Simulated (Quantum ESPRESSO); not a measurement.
NbLi2Ru3AlGa, one run as intended and one with a planted mistake

A calculation, not a measurement. The program is pw.x of Quantum ESPRESSO 7.5 (plane-wave density functional theory). The cell is made up: eight metal atoms on a face-centred cubic lattice, with elements, volume, strain and displacements drawn at random and not relaxed, so it may be unstable or far from any real phase. PseudoDojo standard norm-conserving files set the functional (PBE unless stated); there is no spin polarisation or spin-orbit coupling, the Fermi-Dirac width of 0.25 eV means electrons at about 2900 K, and the masses in the input are unused placeholders. A spin test at this wide smearing found no moment, but such smearing suppresses magnetism that the real alloy may have.

Intended input:

```
&control calculation='scf', pseudo_dir='./dojo.nc.sr.pbe.v0_5.standard.upf', outdir='./o', disk_io='minimal', tprnfor=.true., tstress=.true. /
&system ibrav=0, nat=8, ntyp=5, nbnd=56, ecutwfc=84.00895049, nosym=.true., tot_charge=0,
 occupations='smearing', smearing='fd', degauss=0.0183746611
/
&electrons conv_thr=1.470e-08, electron_maxstep=70, mixing_beta=0.5 /
ATOMIC_SPECIES
Al 1.0 Al.upf
Ga 1.0 Ga.upf
Li 1.0 Li.upf
Nb 1.0 Nb.upf
Ru 1.0 Ru.upf
CELL_PARAMETERS angstrom
-0.0016 1.9596 1.9804
-0.0701 4.0313 -4.0728
-7.9366 -1.9424 1.9695
ATOMIC_POSITIONS angstrom
Nb 0.0965 -0.0186 -0.1034
Li -3.9939 0.0456 -0.0074
Ru -0.0343 2.0919 -2.0222
Al -4.0591 2.0891 -2.0319
Ga -5.9859 0.0052 1.9301
Ru -2.0829 2.0282 -0.043
Ru -5.9643 2.0975 -0.0889
Li -2.0442 4.0589 -2.0609
K_POINTS automatic
8 4 3 1 1 1
```

The log is shortened where brackets say so; the opening notice, blank lines, dates and the lines on written files are dropped, and the path of the files is cut. It prints rydbergs, bohrs and kilobars, and counts compression as positive stress. Its total energy is the free energy E - TS of the whole cell.

Log of the intended run:

```
     Program PWSCF v.7.5
     Parallel version (MPI & OpenMP), running on       4 processor cores
     Number of MPI processes:                 4
     Threads/MPI process:                     1
     [start-up lines left out]
     bravais-lattice index     =            0
     lattice parameter (alat)  =       5.2649  a.u.
     unit-cell volume          =     858.6929 (a.u.)^3
     number of atoms/cell      =            8
     number of atomic types    =            5
     number of electrons       =        83.00
     number of Kohn-Sham states=           56
     kinetic-energy cutoff     =      84.0090  Ry
     charge density cutoff     =     336.0358  Ry
     scf convergence threshold =      1.5E-08
     mixing beta               =       0.5000
     number of iterations used =            8  plain     mixing
     Exchange-correlation= PBE
                           (   1   4   3   4   0   0   0)
     [axes and pseudopotential details left out]
   Cartesian axes
     site n.     atom                  positions (alat units)
         1        Nb     tau(   1) = (   0.0346370  -0.0066761  -0.0371136  )
         2        Li     tau(   2) = (  -1.4335401   0.0163673  -0.0026561  )
         3        Ru     tau(   3) = (  -0.0123114   0.7508507  -0.7258331  )
         4        Al     tau(   4) = (  -1.4569425   0.7498457  -0.7293147  )
         5        Ga     tau(   5) = (  -2.1485334   0.0018664   0.6927754  )
         6        Ru     tau(   6) = (  -0.7476203   0.7279867  -0.0154341  )
         7        Ru     tau(   7) = (  -2.1407805   0.7528607  -0.0319091  )
         8        Li     tau(   8) = (  -0.7337296   1.4568707  -0.7397238  )
     number of k points=    48  Fermi-Dirac smearing, width (Ry)=  0.0184
                       cart. coord. in units 2pi/alat
        k(    1) = (  -0.0793095   0.0869010   0.0018731), wk =   0.0416667
        k(    2) = (   0.1537217   0.0890225  -0.0000379), wk =   0.0416667
     [further k points left out]
     Dense  grid:    89359 G-vectors     FFT dimensions: (  32,  64,  96)
     Estimated max dynamical RAM per process >     252.91 MB
     Estimated total dynamical RAM >     946.21 MB
     Initial potential from superposition of free atoms
     starting charge      82.9811, renormalised to      83.0000
     Starting wfcs are   57 randomized atomic wfcs
     total cpu time spent up to now is        3.6 secs
     per-process dynamical memory:   198.2 Mb
     Self-consistent Calculation
     iteration #  1     ecut=    84.01 Ry     beta= 0.50
     Davidson diagonalization with overlap
     ethr =  1.00E-02,  avg # of iterations =  5.8
     total cpu time spent up to now is       11.9 secs
     total energy              =    -916.86371885 Ry
     estimated scf accuracy    <       1.29601093 Ry
     iteration #  2     ecut=    84.01 Ry     beta= 0.50
     Davidson diagonalization with overlap
     ethr =  1.56E-03,  avg # of iterations =  3.9
     total cpu time spent up to now is       19.1 secs
     total energy              =    -916.01218157 Ry
     estimated scf accuracy    <      17.99730272 Ry
     [iterations 3 to 13 left out]
     iteration # 14     ecut=    84.01 Ry     beta= 0.50
     Davidson diagonalization with overlap
     ethr =  2.32E-10,  avg # of iterations =  2.1
     total cpu time spent up to now is       86.6 secs
     total energy              =    -917.47243015 Ry
     estimated scf accuracy    <       0.00000002 Ry
     iteration # 15     ecut=    84.01 Ry     beta= 0.50
     Davidson diagonalization with overlap
     ethr =  2.58E-11,  avg # of iterations =  2.1
     total cpu time spent up to now is       92.7 secs
     End of self-consistent calculation
     [lines on levels left out]
!    total energy              =    -917.47243014 Ry
     estimated scf accuracy    <          7.2E-09 Ry
     smearing contrib. (-TS)   =      -0.10856148 Ry
     internal energy E=F+TS    =    -917.36386866 Ry
     The total energy is F=E-TS. E is the sum of the following terms:
     one-electron contribution =    -484.48938130 Ry
     hartree contribution      =     281.69758027 Ry
     xc contribution           =    -179.02991699 Ry
     ewald contribution        =    -535.54215064 Ry
     convergence has been achieved in  15 iterations
     Forces acting on atoms (cartesian axes, Ry/au):
     atom    1 type  4   force =    -0.04716180   -0.01052596    0.01690491
     atom    2 type  3   force =    -0.00495159    0.00648790   -0.00835241
     atom    3 type  5   force =     0.01407505   -0.00471226    0.00074121
     atom    4 type  1   force =     0.00801738   -0.04048712    0.03728272
     atom    5 type  2   force =     0.01667345    0.03842799   -0.03574803
     atom    6 type  5   force =     0.02879716    0.02303677   -0.02034619
     atom    7 type  5   force =    -0.01377554   -0.00291706    0.00315083
     atom    8 type  3   force =    -0.00167410   -0.00931025    0.00636695
     Total force =     0.105907     Total SCF correction =     0.000447
     Computing stress (Cartesian axis) and pressure
          total   stress  (Ry/bohr**3)                   (kbar)     P=      -85.68
  -0.00059361   0.00021087  -0.00019419          -87.32       31.02      -28.57
   0.00021087  -0.00057627   0.00027933           31.02      -84.77       41.09
  -0.00019419   0.00027933  -0.00057740          -28.57       41.09      -84.94
     init_run     :      3.43s CPU      3.52s WALL (       1 calls)
     electrons    :     88.91s CPU     89.10s WALL (       1 calls)
     forces       :      0.74s CPU      0.75s WALL (       1 calls)
     stress       :      2.50s CPU      2.50s WALL (       1 calls)
     [timing details left out]
     PWSCF        :   1m35.67s CPU   1m36.00s WALL
     JOB DONE.
```

A second run has one planted mistake: the files are those of another functional. The input lines that differ:

```
- &control calculation='scf', pseudo_dir='./dojo.nc.sr.pbe.v0_5.standard.upf', outdir='./o', disk_io='minimal', tprnfor=.true., tstress=.true. /
+ &control calculation='scf', pseudo_dir='./dojo.nc.sr.pbesol.v0_4_1.standard.upf', outdir='./o', disk_io='minimal', tprnfor=.true., tstress=.true. /
```

Its log:

```
     Program PWSCF v.7.5
     Parallel version (MPI & OpenMP), running on       4 processor cores
     Number of MPI processes:                 4
     Threads/MPI process:                     1
     [start-up lines left out]
     bravais-lattice index     =            0
     lattice parameter (alat)  =       5.2649  a.u.
     unit-cell volume          =     858.6929 (a.u.)^3
     number of atoms/cell      =            8
     number of atomic types    =            5
     number of electrons       =        83.00
     number of Kohn-Sham states=           56
     kinetic-energy cutoff     =      84.0090  Ry
     charge density cutoff     =     336.0358  Ry
     scf convergence threshold =      1.5E-08
     mixing beta               =       0.5000
     number of iterations used =            8  plain     mixing
     Exchange-correlation= PBESOL
                           (   1   4  10   8   0   0   0)
     [axes and pseudopotential details left out]
   Cartesian axes
     site n.     atom                  positions (alat units)
         1        Nb     tau(   1) = (   0.0346370  -0.0066761  -0.0371136  )
         2        Li     tau(   2) = (  -1.4335401   0.0163673  -0.0026561  )
         3        Ru     tau(   3) = (  -0.0123114   0.7508507  -0.7258331  )
         4        Al     tau(   4) = (  -1.4569425   0.7498457  -0.7293147  )
         5        Ga     tau(   5) = (  -2.1485334   0.0018664   0.6927754  )
         6        Ru     tau(   6) = (  -0.7476203   0.7279867  -0.0154341  )
         7        Ru     tau(   7) = (  -2.1407805   0.7528607  -0.0319091  )
         8        Li     tau(   8) = (  -0.7337296   1.4568707  -0.7397238  )
     number of k points=    48  Fermi-Dirac smearing, width (Ry)=  0.0184
                       cart. coord. in units 2pi/alat
        k(    1) = (  -0.0793095   0.0869010   0.0018731), wk =   0.0416667
        k(    2) = (   0.1537217   0.0890225  -0.0000379), wk =   0.0416667
     [further k points left out]
     Dense  grid:    89359 G-vectors     FFT dimensions: (  32,  64,  96)
     Estimated max dynamical RAM per process >     252.91 MB
     Estimated total dynamical RAM >     946.21 MB
     Initial potential from superposition of free atoms
     starting charge      82.9815, renormalised to      83.0000
     Starting wfcs are   57 randomized atomic wfcs
     total cpu time spent up to now is        3.7 secs
     per-process dynamical memory:   198.2 Mb
     Self-consistent Calculation
     iteration #  1     ecut=    84.01 Ry     beta= 0.50
     Davidson diagonalization with overlap
     ethr =  1.00E-02,  avg # of iterations =  5.8
     total cpu time spent up to now is       11.6 secs
     total energy              =    -915.88408611 Ry
     estimated scf accuracy    <       1.45904800 Ry
     iteration #  2     ecut=    84.01 Ry     beta= 0.50
     Davidson diagonalization with overlap
     ethr =  1.76E-03,  avg # of iterations =  3.6
     total cpu time spent up to now is       18.6 secs
     total energy              =    -914.95912562 Ry
     estimated scf accuracy    <      20.05684197 Ry
     [iterations 3 to 12 left out]
     iteration # 13     ecut=    84.01 Ry     beta= 0.50
     Davidson diagonalization with overlap
     ethr =  3.60E-09,  avg # of iterations =  1.6
     total cpu time spent up to now is       80.8 secs
     total energy              =    -916.58256768 Ry
     estimated scf accuracy    <       0.00000029 Ry
     iteration # 14     ecut=    84.01 Ry     beta= 0.50
     Davidson diagonalization with overlap
     ethr =  3.55E-10,  avg # of iterations =  2.0
     total cpu time spent up to now is       86.3 secs
     End of self-consistent calculation
     [lines on levels left out]
!    total energy              =    -916.58256771 Ry
     estimated scf accuracy    <       0.00000001 Ry
     smearing contrib. (-TS)   =      -0.10840866 Ry
     internal energy E=F+TS    =    -916.47415905 Ry
     The total energy is F=E-TS. E is the sum of the following terms:
     one-electron contribution =    -484.75546492 Ry
     hartree contribution      =     281.36558008 Ry
     xc contribution           =    -177.54212357 Ry
     ewald contribution        =    -535.54215064 Ry
     convergence has been achieved in  14 iterations
     Forces acting on atoms (cartesian axes, Ry/au):
     atom    1 type  4   force =    -0.04144380   -0.00885723    0.01479609
     atom    2 type  3   force =    -0.00570233    0.00745445   -0.00930544
     atom    3 type  5   force =     0.01809332   -0.00633644    0.00254837
     atom    4 type  1   force =     0.00561471   -0.04354030    0.04040594
     atom    5 type  2   force =     0.00891057    0.03676599   -0.03414034
     atom    6 type  5   force =     0.03755229    0.02545804   -0.02268067
     atom    7 type  5   force =    -0.02339548   -0.00149940    0.00185943
     atom    8 type  3   force =     0.00037071   -0.00944509    0.00651662
     Total force =     0.109443     Total SCF correction =     0.000371
     Computing stress (Cartesian axis) and pressure
          total   stress  (Ry/bohr**3)                   (kbar)     P=     -129.57
  -0.00088107   0.00020989  -0.00019260         -129.61       30.88      -28.33
   0.00020989  -0.00087945   0.00025646           30.88     -129.37       37.73
  -0.00019260   0.00025646  -0.00088178          -28.33       37.73     -129.71
     init_run     :      3.41s CPU      3.49s WALL (       1 calls)
     electrons    :     82.45s CPU     82.64s WALL (       1 calls)
     forces       :      0.76s CPU      0.77s WALL (       1 calls)
     stress       :      2.52s CPU      2.52s WALL (       1 calls)
     [timing details left out]
     PWSCF        :   1m29.36s CPU   1m29.67s WALL
     JOB DONE.
```

|  | intended run | run with the mistake |
| --- | --- | --- |
| free energy (eV) | -12482.848 | -12470.741 |
| entropy term -TS, part of it (eV) | -1.477 | -1.475 |
| pressure (GPa) | -8.57 | -12.96 |
| size of the largest force component (eV/Å) | 1.213 | 1.119 |
| largest change of a force component (eV/Å) |  | 0.247 |
| iterations | 15 | 14 |

For scale, a rerun of the intended cell at a higher cutoff and on a denser mesh moved values by no more than 0.003 eV in energy, 0.04 GPa in stress and 0.008 eV/Å in force, and a second program with other atomic files agreed on that cell to 2 % rms in force and 0.5 GPa in pressure. Files of another functional or element have another zero of energy, so the energy change says nothing on stability.